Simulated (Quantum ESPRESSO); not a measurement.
pw.x input (Quantum ESPRESSO 7.5; PBEsol, PseudoDojo standard norm-conserving files, scalar-relativistic):

```
&CONTROL
  calculation = 'scf'
  pseudo_dir = './pseudo'
  outdir = './out'
  tprnfor = .true.
  tstress = .true.
/
&SYSTEM
  ibrav = 0
  nat = 2
  ntyp = 2
  ecutwfc = 44.0
  ecutrho = 176.0
  occupations = 'smearing'
  smearing = 'fd'
  degauss = 0.002
  nbnd = 8
/
&ELECTRONS
  conv_thr = 2e-10
/
ATOMIC_SPECIES
Al 26.9815 Al.upf
P 30.9738 P.upf
CELL_PARAMETERS angstrom
  0.000000000000   2.734886897000   2.734886897000
  2.734886897000   0.000000000000   2.734886897000
  2.734886897000   2.734886897000   0.000000000000
ATOMIC_POSITIONS crystal
Al   0.000000000000   0.000000000000   0.000000000000
P   0.250000000000   0.250000000000   0.250000000000
K_POINTS automatic
8 8 8 0 0 0
```

End of the output:

```
     total energy              =     -18.56670327 Ry
     estimated scf accuracy    <       0.00000039 Ry
     total energy              =     -18.56670343 Ry
     estimated scf accuracy    <          7.8E-10 Ry
     total energy              =     -18.56670344 Ry
     estimated scf accuracy    <          2.6E-10 Ry
[...]
     the Fermi energy is     5.7112 ev
!    total energy              =     -18.56670344 Ry
     estimated scf accuracy    <          2.6E-13 Ry
     smearing contrib. (-TS)   =      -0.00000000 Ry
     internal energy E=F+TS    =     -18.56670344 Ry
     The total energy is F=E-TS. E is the sum of the following terms:
     one-electron contribution =       3.26826481 Ry
     hartree contribution      =       1.82325668 Ry
     xc contribution           =      -6.24947187 Ry
     ewald contribution        =     -17.40875305 Ry
     convergence has been achieved in   8 iterations
     Forces acting on atoms (cartesian axes, Ry/au):
     atom    1 type  1   force =     0.00000000    0.00000000    0.00000000
     atom    2 type  2   force =     0.00000000    0.00000000    0.00000000
     Total force =     0.000000     Total SCF correction =     0.000000
     Computing stress (Cartesian axis) and pressure
          total   stress  (Ry/bohr**3)                   (kbar)     P=       -0.37
  -0.00000251   0.00000000   0.00000000           -0.37        0.00        0.00
   0.00000000  -0.00000251   0.00000000            0.00       -0.37        0.00
   0.00000000   0.00000000  -0.00000251            0.00        0.00       -0.37
```
In a gapped system the printed Fermi energy is only some level inside the gap.

Geometry relaxed with PBEsol.
